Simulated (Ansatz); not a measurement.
Input for Ansatz (plane-wave DFT, PAW):

```yaml
crystal:
  lattice:
    - [5.3593835572, 0.0, 0.0]
    - [0.0, 5.3593835572, 0.0]
    - [0.0, 0.0, 5.3593835572]
  atoms:
    - { symbol: Sr, position: [0.0, 0.5, 0.5] }
    - { symbol: Sr, position: [0.5, 0.0, 0.5] }
    - { symbol: Sr, position: [0.5, 0.5, 0.0] }
    - { symbol: Pd, position: [0.0, 0.0, 0.0] }
basis:
  ecutwfc: 420
kpoints:
  mp_grid: { grid: [8, 8, 8] }
hamiltonian:
  xc: pbe
scf:
  occupations: { method: gaussian, width: 0.1 }
output:
  forces: true
  stress: true
  eigenvalues: true
```

Launched with
```bash
ansatz run input.yaml --threads 1 --pin off --max-ram 1331MiB --backend cpu --events-out ev --progress --plain --runs-dir out
```

All numbers below come from Ansatz, DFT PBE, scalar-relativistic, plane waves, PAW.

Abridged output (final results; tables in files aren't shown):

```
SCF 1 converged in 7 iterations: F = -17605.625878 eV  dr2 = 4.89e-8
SCF converged after 7 iterations
Free energy (F): -17605.625878 eV
Harris-Foulkes:  -17605.625878 eV  (|F-HF|=5.17e-10)
Internal energy: -17605.606639 eV  (E = F + TS)
E sigma→0 (E₀):  -17605.616259 eV
Entropy (-TS):   -0.019239 eV (-4.810 meV/atom)
Fermi energy:    7.387076 eV
--- Per-component energies (eV) ---
  E_band       = -680.111291
  E_kinetic    = 1242.645817
  E_local      = -5319.694152  (includes V_loc(G=0)·N_el)
  E_nonlocal   = 826.018839
  E_hartree    = 1857.609971
  E_xc         = -683.625022
  E_vxc        = -690.867234  (∫ρ·V_xc dr)
  E_paw        = -11835.394415  (= ΣΔE_a)
  E_vpaw       = -453.430893  (= ΣTr[D̂ρ^β])
  E_aug_tail   = 0.000210  (compensation charges beyond the density's cutoff)
  E_ewald      = -3693.167888
  E_smearing   = -0.019239  (= −TS)
--- Forces (eV/Å), atoms counted from 1 ---
  atom   1  Sr     0.00000000     0.00000000     0.00000000
  atom   2  Sr     0.00000000     0.00000000     0.00000000
  atom   3  Sr     0.00000000     0.00000000     0.00000000
  atom   4  Pd     0.00000000     0.00000000     0.00000000
--- Stress (GPa, compression-positive) ---
       -0.921585       0.000000       0.000000
        0.000000      -0.921585       0.000000
        0.000000       0.000000      -0.921585
  P = ⅓ Tr σ = -0.9216 GPa (-9.216 kbar)
--- Band table (eV; the first three rows and the last of 35) ---
  k-point 0: bands = ["-76.0828", "-41.8204", "-41.8204", "-41.8204", "-28.8857", "-28.8189", "-28.8189", "-11.0886", "-11.0886", "-11.0886", "-10.8053", "-10.8053", "-10.8053", "-10.6818", "-10.6818", "-10.6818", "3.3739", "5.3000", "5.3000", "5.5116", "5.5116", "5.5116", "5.9855", "8.3930", "8.3930", "8.4358", "8.4358", "8.4358", "9.3967"]
  k-point 1: bands = ["-76.0828", "-41.8204", "-41.8204", "-41.8204", "-28.8835", "-28.8212", "-28.8189", "-11.0800", "-11.0800", "-11.0753", "-10.8083", "-10.8083", "-10.8066", "-10.6996", "-10.6880", "-10.6880", "3.4847", "5.3261", "5.3275", "5.5203", "5.5267", "5.5267", "6.0405", "8.0490", "8.4212", "8.4212", "8.4445", "8.4761", "9.3491"]
  k-point 2: bands = ["-76.0828", "-41.8204", "-41.8204", "-41.8204", "-28.8772", "-28.8274", "-28.8189", "-11.0570", "-11.0570", "-11.0365", "-10.8183", "-10.8183", "-10.8098", "-10.7492", "-10.7027", "-10.7027", "3.8061", "5.3750", "5.3933", "5.5417", "5.5647", "5.5647", "6.1318", "7.4374", "8.3566", "8.3566", "8.4673", "8.7256", "9.3044"]
  k-point 34: bands = ["-76.0828", "-41.8204", "-41.8204", "-41.8204", "-28.8408", "-28.8408", "-28.8408", "-11.2648", "-11.0258", "-11.0258", "-11.0258", "-10.7173", "-10.7173", "-10.6701", "-10.6701", "-10.6701", "5.2732", "5.2732", "5.2732", "5.5347", "5.7422", "5.7422", "7.3467", "7.3467", "7.3467", "8.1353", "8.1353", "8.1353", "8.1874"]
```

The calculation finished and met its thresholds.

Spin polarisation was left out, and a magnetic state may lie lower.